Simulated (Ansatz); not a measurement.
Kick test of a cell of Ta3H8

It was reached by relaxing an invented guess, and it needn't be the stable form of this composition.

All numbers below come from DFT PBE, scalar-relativistic, plane waves, PAW (Ansatz). Plane waves to 420 eV, a k mesh through Γ of 8×8×8 on the computed 11-atom cell and Gaussian smearing (0.10 eV); no spin polarisation.

The cell below (11 atoms, space group Pm-3m (No. 221)) is relaxed within its symmetry.

```yaml
crystal:
  lattice:
    - [4.39753, 0.00000, 0.00000]
    - [0.00000, 4.39753, 0.00000]
    - [0.00000, 0.00000, 4.39753]
  atoms:
    - { symbol: Ta, position: [0.50000, 0.00000, 0.00000] }
    - { symbol: Ta, position: [0.00000, 0.50000, 0.00000] }
    - { symbol: Ta, position: [0.00000, 0.00000, 0.50000] }
    - { symbol: H, position: [0.73282, 0.73282, 0.73282] }
    - { symbol: H, position: [0.26718, 0.26718, 0.73282] }
    - { symbol: H, position: [0.26718, 0.73282, 0.26718] }
    - { symbol: H, position: [0.73282, 0.26718, 0.26718] }
    - { symbol: H, position: [0.73282, 0.73282, 0.26718] }
    - { symbol: H, position: [0.26718, 0.26718, 0.26718] }
    - { symbol: H, position: [0.73282, 0.26718, 0.73282] }
    - { symbol: H, position: [0.26718, 0.73282, 0.73282] }
```

For the test it was strained at random (σ = 1.5 % a component), the atoms were moved at random (σ = 0.05 Å), and all was relaxed again on a coarse 6×6×6 mesh (in the run’s order of axes) with 0.20 eV smearing, with no symmetry imposed.

Spin–orbit coupling, which can matter for Ta, is left out. The cell is a metal run without spin; a magnetic state may lie lower.

Question: What happens?

Answer: It returns, within 1 meV/atom of the unmoved cell on that mesh and with the same symmetry when read at 0.1 Å. So it is stable against the distortions that fit this cell and that this random move excites. Modes that don't fit the cell aren't tested.
